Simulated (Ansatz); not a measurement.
ZrO₂ (tetragonal-ZrO2 type, space group P4_2/nmc)

```xyz
6
Lattice="3.6011 0.0000 0.0000 0.0000 3.6011 0.0000 0.0000 0.0000 5.2301" Properties=species:S:1:pos:R:3 pbc="T T T"
Zr     0.0000     0.0000     0.0000
Zr     1.8006     1.8006     2.6150
O      0.0000     1.8006     1.0271
O      0.0000     1.8006     3.6421
O      1.8006     0.0000     1.5880
O      1.8006     0.0000     4.2030
```

The slice is a (010) plane (indices of the conventional cell) through the point (0.500, 0.000, 0.304) (fractional), spanned by u = [100] and v = [001] in vectors of this cell: u (3.60 Å) and v (5.23 Å, at 90° to u). It covers one period; positions are fractions (u, v).

Calculation: r2SCAN (plane waves to 500 eV, PAW, scalar-relativistic; Ansatz, a first-principles code). k mesh 9×9×7. Inside the PAW spheres the values are not all-electron values, and peaks at nuclei hang on which shells count as valence. The PAW data are Ansatz's earlier set. This is a high-temperature form of ZrO2. ZrO2 is run without spin polarisation. ZrO2 was relaxed with its symmetry unable to fall.

Three fields on this plane, each scaled to ten steps between its own extremes (0 low, 9 high; the total valence density on a logarithmic scale, the potential cut 8 eV below its top; x marks points blanked near nuclei; v = 0 in the bottom row):

Map A
```
|xxxxxx76544344567xxxxx|
|xxxxxx54210001245xxxxx|
|xxxxx4310000000134xxxx|
|xxxx430000000000034xxx|
|xxx530000xxxxx000035xx|
|7765100xxxxxxxxx001567|
|8864000xxxxxxxxx000468|
|876300xxxxxxxxxxx00367|
|875200xxxxxxxxxxx00257|
|765200xxxxxxxxxxx00256|
|xxx200xxxxxxxxxxx002xx|
|xxxx00xxxxxxxxxxx00xxx|
|xxxxx00xxxxxxxxx00xxxx|
|xxxxxx00xxxxxxx00xxxxx|
|xxxxxx0000xxx0000xxxxx|
|xxxxxx10000000001xxxxx|
|xxxxxx43100000134xxxxx|
|xxxxxx65432223456xxxxx|
|xxxxx7876655566787xxxx|
|xxxx899887777788998xxx|
|xxx89999988888999998xx|
|7889999999999999999988|
|8888999999999999999888|
|8888899999999999998888|
|8888899999999999998888|
|7778899999999999998877|
|xxx78999999999999987xx|
|xxxx799999999999997xxx|
|xxxxx8999999999998xxxx|
|xxxxxx99999999999xxxxx|
|xxxxxx89888888898xxxxx|
|xxxxxx78776667787xxxxx|
```

Map B
```
|xxxxxx62100000126xxxxx|
|xxxxxx52100000125xxxxx|
|xxxxx8420000000248xxxx|
|xxxx953100000001359xxx|
|xxx853211xxxxx112358xx|
|6654321xxxxxxxxx123456|
|2221111xxxxxxxxx111122|
|110000xxxxxxxxxxx00001|
|211100xxxxxxxxxxx00111|
|554321xxxxxxxxxxx12345|
|xxx642xxxxxxxxxxx246xx|
|xxxx74xxxxxxxxxxx47xxx|
|xxxxx52xxxxxxxxx25xxxx|
|xxxxxx21xxxxxxx12xxxxx|
|xxxxxx2100xxx0012xxxxx|
|xxxxxx20000000002xxxxx|
|xxxxxx10000000001xxxxx|
|xxxxxx10000000001xxxxx|
|xxxxx3100000000013xxxx|
|xxxx520000000000025xxx|
|xxx63100000000000136xx|
|6542100000000000001245|
|2211000000000000000112|
|1100000000000000000001|
|2111100000000000001111|
|5543211000000000112345|
|xxx75311000000011357xx|
|xxxx852100000001258xxx|
|xxxxx7421000001247xxxx|
|xxxxxx52100000125xxxxx|
|xxxxxx62100000126xxxxx|
|xxxxxx63100000136xxxxx|
```

Map C
```
|xxxxxx76433333467xxxxx|
|xxxxxx76544444567xxxxx|
|xxxxx8766666666678xxxx|
|xxxx877778999877778xxx|
|xxx877789xxxxx987778xx|
|7776678xxxxxxxxx876677|
|6665679xxxxxxxxx976566|
|555568xxxxxxxxxxx86555|
|666678xxxxxxxxxxx87666|
|777779xxxxxxxxxxx97777|
|xxx889xxxxxxxxxxx988xx|
|xxxx99xxxxxxxxxxx99xxx|
|xxxxx99xxxxxxxxx99xxxx|
|xxxxxx99xxxxxxx99xxxxx|
|xxxxxx8889xxx9888xxxxx|
|xxxxxx87677777678xxxxx|
|xxxxxx76555555567xxxxx|
|xxxxxx75433333457xxxxx|
|xxxxx7643322233467xxxx|
|xxxx865432222234568xxx|
|xxx76543211111234567xx|
|7776543211111112345677|
|6655432110000011234556|
|5554432110000011234455|
|6655432110000011234556|
|7776543210000012345677|
|xxx76543110001134567xx|
|xxxx865321000123568xxx|
|xxxxx7643110113467xxxx|
|xxxxxx65321112356xxxxx|
|xxxxxx75422122457xxxxx|
|xxxxxx75432223457xxxxx|
```

**Question.** Assign the maps to these fields: density of the highest valence band (whole band, smooth part); valence electron density; electrostatic potential energy of an electron, from the cell's mean.

**Answer.** A is the electrostatic potential energy of an electron, from the cell's mean; B is the density of the highest valence band (whole band, smooth part); C is the valence electron density.
